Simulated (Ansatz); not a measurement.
Zn (Fm-3m), tetragonal deformation path

Computed with DFT r2SCAN, scalar-relativistic, plane waves, PAW in Ansatz. Cutoff 500 eV, Γ-centred 22×22×22 k-points, Gaussian smearing of 0.15 eV. No spin polarisation. Energies are free energies at this smearing, counted from the undisturbed cell; pressure is positive in compression.

The starting cell (as given, not relaxed at this level; it stands at -4.4 GPa; this fcc form isn't the usual structure):

```
Zn
1.0
     0.00000    1.96478    1.96478
     1.96478    0.00000    1.96478
     1.96478    1.96478    0.00000
Zn
1
Direct
  0.00000 0.00000 0.00000
```

At fixed volume and fractional coordinates, lengths along (0.000, 0.000, 1.000) are scaled against those across it; ρ is that ratio over its starting value. The cell is metallic on the mesh throughout. At ρ = 0.707 the cell becomes cubic (Im-3m), and there the slope of the energy vanishes by symmetry.

```
    ρ  ΔE (meV/atom) pressure (GPa)
0.707           64.1            -3.6
0.850           25.3            -4.0
1.000            0.0            -4.4
1.200              ?               ?
1.414          180.4             2.4
```

Give the withheld values.

ΔE (meV/atom) at ρ = 1.200: 74.2; pressure (GPa) at ρ = 1.200: -2.3.